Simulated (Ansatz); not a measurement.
## BN (P6_3mc), clamped-ion strain scan

Theory: DFT PBE, scalar-relativistic, plane waves, PAW in Ansatz. Settings: plane waves to 520 eV, k-mesh 12×12×6 (Γ-centred), Gaussian smearing 0.05 eV. No spin polarisation. Energies are free energies at this smearing, counted from the undisturbed cell; pressure is positive in compression.

Reference structure (as given, not relaxed at this level; it stands at 0.0 GPa; this wurtzite form isn't the usual structure):

```yaml
crystal:
  lattice:
    - [2.55394, 0.00000, 0.00000]
    - [-1.27697, 2.21178, 0.00000]
    - [0.00000, 0.00000, 4.22685]
  atoms:
    - { symbol: B, position: [0.66667, 0.33333, 0.99972] }
    - { symbol: B, position: [0.33333, 0.66667, 0.49972] }
    - { symbol: N, position: [0.66667, 0.33333, 0.62528] }
    - { symbol: N, position: [0.33333, 0.66667, 0.12528] }
```

The cell is strained by ε times the Voigt pattern (1, 1, 0, 0, 0, 0) (xx, yy, zz, yz, xz, xy; engineering shear) with fractional coordinates fixed.

| ε | ΔE (meV/atom) | stress summed along the pattern (GPa, tension positive) | pressure (GPa) | gap on the mesh (eV) |
| --- | --- | --- | --- | --- |
| -0.0200 | 16.9 | ? | 16.3 | ? |
| -0.0150 | 9.4 | -34.52 | 11.9 | 5.11 |
| -0.0100 | 4.2 | -22.62 | 7.8 | 5.15 |
| -0.0050 | 1.1 | ? | ? | 5.18 |
| 0.0000 | 0.0 | -0.46 | 0.0 | 5.21 |
| 0.0050 | 0.9 | 9.83 | -3.6 | 5.24 |
| 0.0100 | 3.7 | 19.62 | -7.1 | 5.27 |
| 0.0150 | 8.2 | 28.94 | -10.4 | 5.30 |
| 0.0175 | ? | 33.42 | ? | 5.31 |
| 0.0200 | 14.6 | 37.79 | -13.5 | 5.33 |

(1) Give the withheld values.

## Answers

(1) stress summed along the pattern (GPa, tension positive) at ε = -0.0200: -47.01; gap on the mesh (eV) at ε = -0.0200: 5.07; stress summed along the pattern (GPa, tension positive) at ε = -0.0050: -11.27; pressure (GPa) at ε = -0.0050: 3.8; ΔE (meV/atom) at ε = 0.0175: 11.2; pressure (GPa) at ε = 0.0175: -11.9.

Cost: 10 runs of about 0.45 core-minutes in all, on Intel Xeon Processor @ 2.70GHz (shared hosts).